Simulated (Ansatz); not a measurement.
CdTe:
```xyz
4
Lattice="4.5835 0.0000 0.0000 -2.2917 3.9694 0.0000 0.0000 0.0000 7.5153" Properties=species:S:1:pos:R:3 pbc="T T T"
Cd     0.0000     2.6463     0.0021
Cd     2.2917     1.3231     3.7597
Te     0.0000     2.6463     2.8162
Te     2.2917     1.3231     6.5738
```

PBEsol (plane waves, PAW; program Ansatz) gives a gap of 0.69 eV without spin–orbit coupling, maximum at Γ, minimum at Γ.

Task: What happens when spin–orbit coupling is switched on?

Result: The gap shrinks by 0.28 eV, to 0.41 eV; maximum at Γ, minimum at Γ.

Task: Give the hole effective mass with spin–orbit coupling.

Result: 0.071, 0.071, 1.1 mₑ (principal values).

Space group P6_3mc (wurtzite). The workflow started from a Materials Project entry (that database holds measured and hypothetical structures alike); the Crystallography Open Database copy checked does not list it. It is not the phase usual at ambient conditions (space group No. 216). The PBEsol relaxation kept the symmetry of its start; its stability against distortions is not shown here.

Potentials: the earlier of the program's two PAW sets.
